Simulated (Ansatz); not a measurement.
GaS (beta-GaS type, space group P6_3/mmc)

Space group P6₃/mmc (No. 194); a = b = 3.5906 Å, c = 15.4487 Å, α = β = 90.00°, γ = 120.00°

```json
[
 {"atom": "Ga", "site": "4f", "symmetry": "3m.", "x": "0.3333", "y": "0.6667", "z": "0.1708"},
 {"atom": "S", "site": "4f", "symmetry": "3m.", "x": "0.6667", "y": "0.3333", "z": "0.1004"}
]
```

This relaxed cell (volume V₀) is scaled evenly in all directions, its shape held. The atoms relax within the cell's symmetry.

Method: PBE-D3(BJ) (plane waves to 420 eV, PAW, scalar-relativistic; Ansatz, a program for electronic structure). k mesh 11×11×3 (Γ-centred), Fermi-Dirac smearing 0.05 eV. E stands for the smeared free energy. With the shape held, the modulus is that of even scaling; a crystal free to change shape is softer. GaS was relaxed with its symmetry unable to fall. ΔE is measured from the relaxed starting cell.

```csv
V (Å³/atom),ΔE (meV/atom)
20.268,10.8
20.526,6.7
20.785,3.7
21.044,1.6
21.303,0.4
21.561,0.0
21.820,0.4
22.079,1.5
22.338,3.2
22.596,5.6
22.855,8.6
```

**Question.** What is the fitted pressure derivative B₀′?

**Answer.** 5.0.

**Question.** What bulk modulus at fixed cell shape B₀ follows from a third-order Birch-Murnaghan fit?

**Answer.** 39.6 GPa.

(A scan under strain: stresses follow from slopes of the energy per volume, elastic moduli from its curvatures.)
